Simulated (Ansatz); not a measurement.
## Quadrupolar parameters in KB5H8O12

The cell is a Materials Project structure (computed, not necessarily an observed phase), atoms as given.

```cif
data_KB5H8O12
_symmetry_space_group_name_H-M 'Aea2'
_symmetry_Int_Tables_number 41
_cell_length_a 10.8018
_cell_length_b 10.9092
_cell_length_c 10.1125
_cell_angle_alpha 90.000
_cell_angle_beta 90.000
_cell_angle_gamma 90.000
loop_
_atom_site_label
_atom_site_type_symbol
_atom_site_symmetry_multiplicity
_atom_site_Wyckoff_symbol
_atom_site_fract_x
_atom_site_fract_y
_atom_site_fract_z
K K 4 a 0.5000 0.0000 0.5796
B3 B 4 a 0.5000 0.0000 0.9132
B5 B 8 b 0.6997 0.0913 0.8340
B9 B 8 b 0.7078 0.4315 0.4981
H13 H 8 b 0.4735 0.1249 0.1481
H17 H 8 b 0.4344 0.1379 0.2978
H21 H 8 b 0.6460 0.1662 0.2590
H25 H 8 b 0.7507 0.2968 0.6328
O29 O 8 b 0.5748 0.0803 0.8283
O33 O 8 b 0.5818 0.4243 0.5006
O37 O 8 b 0.7704 0.0158 0.9181
O41 O 8 b 0.7607 0.1735 0.7544
O45 O 8 b 0.7852 0.3606 0.5737
O49 O 8 b 0.5000 0.1576 0.2357
```

One atom of each set is listed; the run and its k-mesh use a cell of 52 atoms with edges of 10.80, 7.44, 7.44 Å.

Computed with Ansatz: DFT, PBE, plane waves and PAW, scalar-relativistic, 420 eV cutoff, Γ-centred 2×3×3 k-points, Fermi–Dirac smearing 0.02 eV.

Conventions: |V_zz| ≥ |V_yy| ≥ |V_xx|, η = (V_xx − V_yy)/V_zz, C_Q = eQV_zz/h. ν_Q = 3|C_Q|/[2I(2I − 1)].

39K: I = 3/2, Q = 60.30 mb; B-11: I = 3/2, Q = 40.59 mb; H-2: I = 1, Q = 2.858 mb; 17O: I = 5/2, Q = -25.58 mb. Nuclear quadrupole moments: year-2017 set (Pyykkö).

```
site  atoms                                                   first shell  C_Q (MHz)     η  ν_Q (MHz)
   K      2                                            6 O at 2.78–2.97 Å       3.08  0.72       1.54
  B3      2                                            4 O at 1.47–1.50 Å     -0.413  0.27      0.206
  B5      4                                            3 O at 1.36–1.41 Å       2.28  0.38       1.14
  B9      4                                            3 O at 1.36–1.40 Å       2.29  0.19       1.14
 H13      4                             1 O at 1.00 Å; also 1 O at 1.69 Å      0.205  0.18      0.307
 H17      4                                                 1 O at 0.97 Å      0.295  0.12      0.443
 H21      4                             1 O at 1.01 Å; also 1 O at 1.60 Å      0.173  0.10      0.260
 H25      4                             1 O at 0.99 Å; also 1 O at 1.83 Å      0.228  0.06      0.342
 O29      4            2 B at 1.36–1.47 Å, angle 125°; also 1 K at 2.78 Å      -5.55  0.26      0.832
 O33      4                        2 B at 1.36–1.50 Å; also 1 H at 1.69 Å      -5.16  0.28      0.774
 O37      4            2 B at 1.40–1.41 Å, angle 118°; also 1 K at 2.97 Å      -4.79  0.20      0.718
 O41      4  1 H at 1.01 Å, 1 B at 1.37 Å, angle 114°; also 1 H at 1.83 Å      -5.57  0.44      0.835
 O45      4  1 H at 0.99 Å, 1 B at 1.37 Å, angle 120°; also 1 K at 2.78 Å      -6.82  0.24       1.02
 O49      4            2 H at 0.97–1.00 Å, angle 107°; also 1 H at 1.60 Å       9.50  0.78       1.42
```

At O29, O33, O37, O41 and O45 V_zz runs parallel to the line that joins its two neighbours (within 10°) in each case. At H13, H17, H21 and H25 V_zz points along its bond to O (within 2°) in each case. At B5 and B9 V_zz stands upright on the plane through its three neighbours (within 1°) in each case.

The lattice is static: at room temperature water may turn and average the couplings of its hydrogen.
